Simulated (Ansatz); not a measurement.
**CdS: from a first guess to the relaxed wurtzite type**

First guess:

```
CELL_PARAMETERS angstrom
4.12427 0.00000 0.00000
-2.06214 3.57173 0.00000
0.00000 0.00000 6.72257
ATOMIC_POSITIONS crystal
Cd 0.33333 0.66667 0.00000
Cd 0.66667 0.33333 0.50000
S 0.33333 0.66667 0.37600
S 0.66667 0.33333 0.87600
```

Method: DFT, PBE, PAW with Ansatz's default frozen-core files, scalar-relativistic (Ansatz 0.2.0).

Cell and atoms relax within the symmetry of the start on a 11×11×6 k mesh with 0.05 eV Fermi–Dirac smearing.

The start is built from a prototype, known or not as a phase of this compound; the cutoff is 420 eV.

Question: What is the pressure of the first guess?

Answer: 3.01 GPa.

Question: What does it relax to?

Answer: a = 4.196 Å, b = 4.196 Å, c = 6.831 Å, α = 90.00°, β = 90.00°, γ = 120.00° (conventional cell), 26.04 Å³ per atom:
```
CELL_PARAMETERS angstrom
4.19598 0.00000 0.00000
-2.09799 3.63382 0.00000
0.00000 0.00000 6.83072
ATOMIC_POSITIONS crystal
Cd 0.33333 0.66667 0.99979
Cd 0.66667 0.33333 0.49979
S 0.33333 0.66667 0.37621
S 0.66667 0.33333 0.87621
```

Question: How much energy does the relaxation release?

Answer: 11 meV/atom.
